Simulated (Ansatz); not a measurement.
With DFT-PBEsol in the program Ansatz with PAW potentials, HfBN in the hexagonal phase (P-6m2; Hf on 1a, B on 1d, N on 1f) relaxes to a = 2.726 Å, c = 4.897 Å. B has 3 nearest neighbours from 1.57 Å (trigonal planar). Its formation energy from the elements is 0.078 eV/atom, with no fitted shifts.

Electronic character: metallic (no gap). Gap from PBEsol with spin–orbit coupling: none (metallic).

The highest mode at Γ lies at 936 cm⁻¹.

The start of the workflow was typed in or built on a structure type; neither database checked (COD, Materials Project) lists it. Its standing as an ambient phase is unchecked. The cell was relaxed with PBEsol under the symmetry of its start. At this level the phase is dynamically unstable (imaginary phonons). No spin polarisation was allowed. The volume moved by 28 % from the start of the relaxation. As this level gives no gap, phonon frequencies hold no LO–TO term and depend on the k-mesh and smearing (Fermi–Dirac, 0.1 eV here). The references are the lowest solids computed at this level, not always the standard phases (solids in place of the gases). Spin–orbit coupling is left out wherever it is not named.

Potentials: the earlier of the program's two PAW sets. The files were generated under PBE; for other functionals the program regenerates the frozen cores, and for LDA and PBEsol the local potential too.
